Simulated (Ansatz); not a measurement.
Relaxed-ion elastic tensor of MnF₂ in space group Pbcn (No. 60; Mn on 4c, F on 8d) in GPa (Voigt order), PBEsol (plane waves, PAW; program Ansatz); density 4.07 g/cm³, 12.64 Å³ per atom.

```
 106  75.9  76.2   0.0   0.0   0.0
75.9   104  58.5   0.0   0.0   0.0
76.2  58.5   116   0.0   0.0   0.0
 0.0   0.0   0.0  20.2   0.0   0.0
 0.0   0.0   0.0   0.0  30.7   0.0
 0.0   0.0   0.0   0.0   0.0  36.5
```

Q: Is the crystal mechanically stable?

A: Yes: the smallest eigenvalue of C is 20.2 GPa.

Q: Work out the Voigt, Reuss and Hill averages.

A: K_V = 83.0, K_R = 82.2, K_H = 82.6; G_V = 25.1, G_R = 21.8, G_H = 23.4 GPa.

Q: Give Young's modulus, Poisson's ratio, Pugh's ratio and the universal anisotropy index.

A: E = 9KG/(3K + G) = 64.2 GPa; ν = 0.37; K/G = 3.52 (ductile by the Pugh limit of 1.75); A_U = 5G_V/G_R + K_V/K_R − 6 = 0.78.

Q: Estimate the sound speeds and the Debye temperature.

A: v_l = √((K + 4G/3)/ρ) = 5290 m/s, v_t = √(G/ρ) = 2400 m/s, mean 2710 m/s; Θ = (h/k)(3n/4πV)^(1/3) v_m = 346 K.

The workflow started from a Materials Project entry (that database holds measured and hypothetical structures alike); the Crystallography Open Database copy checked does not list it. COD files the formula under space group No. 136. Its standing as an ambient phase is unchecked. Symmetry was held in the PBEsol relaxation, as lowered by the spin order; whether a distortion lowers the energy is not shown. The final state is antiferromagnetic, chosen from 4 collinear starts compared on coarse meshes (ties went to the first, and starts can fall back to one state), not a proven ground state. No Hubbard U is applied.

Potentials: the earlier of the program's two PAW sets. The files were generated under PBE; for other functionals the program regenerates the frozen cores, and for LDA and PBEsol the local potential too.
